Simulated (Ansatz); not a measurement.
Co3Sn2S2 in space group R-3m (No. 166; Co on 9d, S on 6c, Sn on 3b, Sn on 3a) at seven volumes, r²SCAN in the plane-wave PAW code Ansatz, shape and atoms relaxed at each. One row is withheld.

```csv
V (Å³/atom),P (GPa)
14.036,13.40
14.498,8.09
14.961,3.68
15.424,0.00
15.887,-3.05
16.349,-5.59
16.812,?
```

Task: Fit the shown pressures and predict the withheld one.

Result: P = (3/2)B₀(x^(7/2) − x^(5/2))[1 + (3/4)(B′ − 4)(x − 1)] with x = (V₀/V)^(2/3). Least squares on the six rows gives V₀ = 15.424 Å³/atom, B₀ = 111 GPa, B′ = 5.14. At V = 16.812, x = 0.9442 and P = -7.67 GPa. The run itself gave -7.67 GPa.

The workflow started from an entry of the Crystallography Open Database (COD). Whether it is the stable phase at ambient conditions was not checked. The cell was relaxed with r²SCAN under the symmetry of its start; whether a distortion lowers the energy is not shown. Spin order of the final state: ferromagnetic, the only order run, not a proven ground state. Other orbital occupations within this spin state were not tried. No Hubbard U is applied. Scalar-relativistic: spin–orbit coupling is off unless named, which matters more the heavier the elements.

Potentials: the later of the program's two PAW sets.
